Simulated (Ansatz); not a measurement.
Re2B:
```
Re2B
1.0
    3.53825     0.00000     0.00000
    0.00000     3.53825     0.00000
    0.00000     0.00000     5.97496
Re B
4 2
Cartesian
  0.00000   0.00000   0.00000
  1.76913   1.76913   0.00000
  1.76913   0.00000   2.08700
  0.00000   1.76913   3.88796
  1.76913   0.00000   4.25167
  0.00000   1.76913   1.72329
```

This is the PBE-relaxed structure.

Task: All from PBE (plane waves, PAW; program Ansatz), unless another level is named. Give the electronic character.

Result: metallic (no gap).

Task: Predict the density of states at the Fermi level.

Result: 0.55 states/eV per atom (mean over ±0.08 eV).

Task: Predict the formation energy from the elements (no fitted shifts).

Result: 0.33 eV/atom.

Task: Give the gap with spin–orbit coupling.

Result: none (metallic).

Space group P4/nmm. The cell is a constructed one: a structure type filled with these elements; neither database checked (COD, Materials Project) lists it. Its standing as an ambient phase is unchecked. The PBE relaxation kept the symmetry of its start; whether a distortion lowers the energy is not shown. The run is not spin-polarised. The references are the lowest solids computed at this level, not always the standard phases. Scalar-relativistic: spin–orbit coupling is off unless named, which matters more the heavier the elements.

Potentials: the earlier of the program's two PAW sets.
